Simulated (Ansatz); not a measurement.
**G0W0 run on BAs (F-43m)**

The calculation used G0W0@PBE, plasmon-pole screening, hard PAW set made for 700 eV (Ansatz 0.2.0-dev).

The input was:

```yaml
crystal:
  lattice:
    - [0.0, 2.3885, 2.3885]
    - [2.3885, 0.0, 2.3885]
    - [2.3885, 2.3885, 0.0]
  atoms:
    - { symbol: B, position: [0, 0, 0] }
    - { symbol: As, position: [0.25, 0.25, 0.25] }
kpoints:
  mp_grid: { grid: [6, 6, 6], shift: [0, 0, 0] }
hamiltonian:
  xc: pbe
  pseudopotentials:
    kind: paw
    azcp:
      B: "pseudopotentials/B.paw.azcp"
      As: "pseudopotentials/As.paw.azcp"
scf:
  occupations: { method: fixed }
  convergence: { dr2_threshold: "1e-9 eV" }
  lower_state_search: "off"
output:
  forces: false
  stress: false
gw:
  n_empty_bands: 271
  ecut_chi: 180.0
  qp_bands: [v1, c1]
  qp_kpoints: [[0, 0, 0], [0, 0.5, 0.5], [0, 0, 0.5]]
  ecutfock_ratio: 2
basis:
  ecutwfc: 700
```

The input is rewritten from the run's settings (development build, wave cutoff 700 eV).

Linearised quasiparticle energies, zero at the top filled Kohn-Sham level among these points. VB is the top filled band, CB the lowest empty one.

| k | band | ε_KS (eV) | Σx − Vxc (eV) | Σc (eV) | Z | ε_QP (eV) |
| --- | --- | --- | --- | --- | --- | --- |
| Γ | VB | 0.00 | -1.38 | 0.57 | 0.80 | -0.64 |
| Γ | CB | 3.28 | 4.66 | -4.43 | 0.81 | 3.47 |
| L | VB | -1.82 | -2.19 | 1.26 | 0.80 | -2.56 |
| L | CB | 2.69 | 4.81 | -4.61 | 0.80 | 2.86 |
| X | VB | -4.07 | -3.12 | 2.03 | 0.79 | -4.94 |
| X | CB | 1.44 | 4.09 | -4.22 | 0.81 | 1.33 |

The gap (from Γ to X) opens from 1.44 eV to 1.98 eV.

Electronic (ion-clamped) dielectric constant on this mesh, from the head of the inverse dielectric matrix: 10.6.

Spin-orbit coupling is left out. Band sums or response are cut, so the gap isn't at its basis limit. The gap is read among the points solved; the crystal's band edges can lie elsewhere. Meshes this coarse can overestimate the dielectric constant by a tenth and more.
